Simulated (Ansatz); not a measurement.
How much do the gradients of Na8MgMn2O8 depend on the method?

Cell: a Materials Project structure (computed, not necessarily an observed phase), atoms as given.

```yaml
crystal:
  lattice:
    - [5.82904, 0.00000, 0.00000]
    - [-1.68104, 5.59078, 0.00000]
    - [-1.61332, -0.64175, 7.98193]
  atoms:
    - { symbol: Na, position: [0.49588, 0.03511, 0.05140] }
    - { symbol: Na, position: [0.98565, 0.49965, 0.10044] }
    - { symbol: Na, position: [0.60144, 0.46304, 0.31869] }
    - { symbol: Na, position: [0.24479, 0.07264, 0.38017] }
    - { symbol: Na, position: [0.98252, 0.10546, 0.68039] }
    - { symbol: Na, position: [0.78227, 0.53952, 0.71358] }
    - { symbol: Na, position: [0.41740, 0.99435, 0.70348] }
    - { symbol: Na, position: [0.38326, 0.52644, 0.93126] }
    - { symbol: Mg, position: [0.75229, 0.91552, 0.36223] }
    - { symbol: Mn, position: [0.17118, 0.54513, 0.49200] }
    - { symbol: Mn, position: [0.97674, 0.99842, 0.01569] }
    - { symbol: O, position: [0.26052, 0.24990, 0.12339] }
    - { symbol: O, position: [0.73725, 0.78061, 0.13033] }
    - { symbol: O, position: [0.44754, 0.78682, 0.44216] }
    - { symbol: O, position: [0.88725, 0.26643, 0.40506] }
    - { symbol: O, position: [0.98432, 0.76956, 0.50471] }
    - { symbol: O, position: [0.34948, 0.37150, 0.63565] }
    - { symbol: O, position: [0.12422, 0.79241, 0.91708] }
    - { symbol: O, position: [0.78141, 0.17932, 0.89118] }
```

Atom numbers follow the list; atoms alike are taken as one site, whose name carries the number of the first.

First run. All values are calculated (Ansatz; DFT, PBE, plane waves and PAW, scalar-relativistic, collinear spin, 420 eV cutoff, Γ-centred 4×4×3 k-points, Fermi–Dirac smearing 0.02 eV), not measured. Start moments as typed (μB): 4 on each Mn, none on the rest.

```csv
site,atom,V_zz (10²¹ V/m²),η,m (μB)
Na5,5,-1.62,0.74,0.00
Na6,6,2.09,0.73,0.00
Na7,7,-1.30,0.42,0.00
Mg,9,0.90,0.20,0.00
Mn10,10,4.20,0.43,3.01
Mn11,11,-2.82,0.67,2.98
O12,12,5.35,0.34,0.06
O13,13,3.38,0.72,0.07
O14,14,4.93,0.88,0.05
O15,15,4.80,0.70,0.05
O16,16,4.61,0.58,0.06
O17,17,-4.72,0.93,0.07
O18,18,4.58,0.48,0.08
O19,19,4.06,0.67,0.08
```

Second run. The same atoms and settings, except that the functional is r2SCAN and the cutoff is 500 eV.

(1) Given the first result, estimate the second.

Results:

(1) 

```json
{"site": "Na5", "atom": "5", "V_zz": "-1.68", "η": "0.75", "change of V_zz": "-0.06", "m (μB)": "0.00"}
{"site": "Na6", "atom": "6", "V_zz": "2.22", "η": "0.72", "change of V_zz": "+0.13", "m (μB)": "0.00"}
{"site": "Na7", "atom": "7", "V_zz": "-1.32", "η": "0.41", "change of V_zz": "-0.02", "m (μB)": "0.00"}
{"site": "Mg", "atom": "9", "V_zz": "0.91", "η": "0.19", "change of V_zz": "+0.01", "m (μB)": "0.00"}
{"site": "Mn10", "atom": "10", "V_zz": "4.21", "η": "0.39", "change of V_zz": "+0.01", "m (μB)": "3.15"}
{"site": "Mn11", "atom": "11", "V_zz": "-3.21", "η": "0.59", "change of V_zz": "-0.39", "m (μB)": "3.13"}
{"site": "O12", "atom": "12", "V_zz": "5.61", "η": "0.33", "change of V_zz": "+0.26", "m (μB)": "0.04"}
{"site": "O13", "atom": "13", "V_zz": "3.22", "η": "0.78", "change of V_zz": "-0.16", "m (μB)": "0.06"}
{"site": "O14", "atom": "14", "V_zz": "4.97", "η": "0.95", "change of V_zz": "+0.04", "m (μB)": "0.04"}
{"site": "O15", "atom": "15", "V_zz": "4.85", "η": "0.77", "change of V_zz": "+0.05", "m (μB)": "0.03"}
{"site": "O16", "atom": "16", "V_zz": "4.70", "η": "0.60", "change of V_zz": "+0.09", "m (μB)": "0.04"}
{"site": "O17", "atom": "17", "V_zz": "-5.06", "η": "0.91", "change of V_zz": "-0.34", "m (μB)": "0.04"}
{"site": "O18", "atom": "18", "V_zz": "4.78", "η": "0.50", "change of V_zz": "+0.20", "m (μB)": "0.06"}
{"site": "O19", "atom": "19", "V_zz": "4.15", "η": "0.69", "change of V_zz": "+0.09", "m (μB)": "0.06"}
```

The largest change of V_zz is on Mn11, from -2.82 to -3.21. In per cent, |V_zz| changes by +2 to +6 on Na, +1 on Mg, 0 to +14 on Mn, -4 to +7 on O (all sites that start above 0.5). The table leaves out 5 of the 19 sites, with |V_zz| up to 2.43; their tensors move by 0.10 at most along any direction. The statements above cover all sites. The absolute magnetisation of the cell goes from 8.3 to 8.5 μB.

The program didn't check the stability of this electronic state in full, so a lower one may lie near. All moments are parallel here, as the start or the cell imposes; many such compounds order antiparallel, where fields and spin densities carried over to other atoms largely cancel. The magnetic order is the one that the run reached from its start moments, not necessarily the measured one.
For the first run: The largest force is 0.5 eV/Å, so the atoms aren't at the calculated equilibrium and relaxing them would move these values. With a gap of 0.6 eV on this mesh, small gradients can still move by 0.1 × 10²¹ V/m² or more as the k-mesh gets denser.
For the second run: At this cell the principal stresses reach 5 GPa in size with r2SCAN, which can matter for small gradients. The largest force is 0.6 eV/Å, so the atoms aren't at the calculated equilibrium and relaxing them would move these values.
